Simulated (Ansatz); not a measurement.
ZnCu₂SnS₄ (kesterite type, space group I-4)

```yaml
crystal:
  lattice:
    - [-2.70703, 2.70703, 5.41081]
    - [2.70703, -2.70703, 5.41081]
    - [2.70703, 2.70703, -5.41081]
  atoms:
    - { symbol: Cu, position: [0.00000, 0.00000, 0.00000] }
    - { symbol: Cu, position: [0.75000, 0.25000, 0.50000] }
    - { symbol: Zn, position: [0.25000, 0.75000, 0.50000] }
    - { symbol: Sn, position: [0.50000, 0.50000, 0.00000] }
    - { symbol: S, position: [0.63521, 0.62870, 0.52216] }
    - { symbol: S, position: [0.10654, 0.11306, 0.47784] }
    - { symbol: S, position: [0.37130, 0.89346, 0.00652] }
    - { symbol: S, position: [0.88694, 0.36479, 0.99348] }
```

The slice is a (100) plane (indices of the conventional cell) through the point (0.750, 0.250, 0.500) (fractional), spanned by u = [101] and v = [110] in vectors of this cell: u (5.41 Å) and v (10.82 Å, at 90° to u). It covers one period; positions are fractions (u, v).

Level of theory: r2SCAN (plane waves to 500 eV, PAW, scalar-relativistic; Ansatz, a program for electronic structure). k mesh 9×9×9. Inside the PAW spheres the values are not all-electron values, and peaks at nuclei hang on which shells count as valence. ZnCu2SnS4 is run without spin polarisation. ZnCu2SnS4 was relaxed with its symmetry unable to fall.

### Question
Around which element is the density of the lowest conduction band (whole band as if filled, smooth part) largest on this plane?

### Answer
Sn. Mean over a disc round each atom, of radius 0.45 times the shortest bond: Sn 0.072, Cu 0.004, Zn 0.002 e/Å³.

### Question
Around which element is the density of the highest valence band (whole band, smooth part) largest on this plane?

### Answer
Cu. Mean over a disc round each atom, of radius 0.45 times the shortest bond: Cu 0.013, Sn 0.002, Zn 0.002 e/Å³.

### Question
Predict the map of the density of the lowest conduction band (whole band as if filled, smooth part) on the slice.

### Answer
```
|000000001111111111000000|
|000000111111111111110000|
|000000001111001111000000|
|000000000000000000000000|
|000000000000000000000000|
|000000000000000000000000|
|000000000000000000000000|
|000000000000000000000000|
|000000001111001111000000|
|000000111111111111110000|
|000000111111111111110000|
|000000000000000000000000|
|000000000000000000000000|
|000000000000000000000000|
|000000000011111100000000|
|000000001155885511000000|
|000000005599889955000000|
|000000117788228877110000|
|000000115599889955110000|
|000000001155885511000000|
|000000000011111100000000|
|000000000000000000000000|
|000000000000000000000000|
|000000000000000000000000|
```
Scale: ten equal steps from 0.000 (start of '0') to 0.099 (end of '9'), in the order '0123456789'. Values: density of the lowest conduction band (whole band as if filled, smooth part) in e/Å³. The map has 12 points along u (two characters each, u = 0 at the left) and 24 along v (v = 0 in the bottom row).
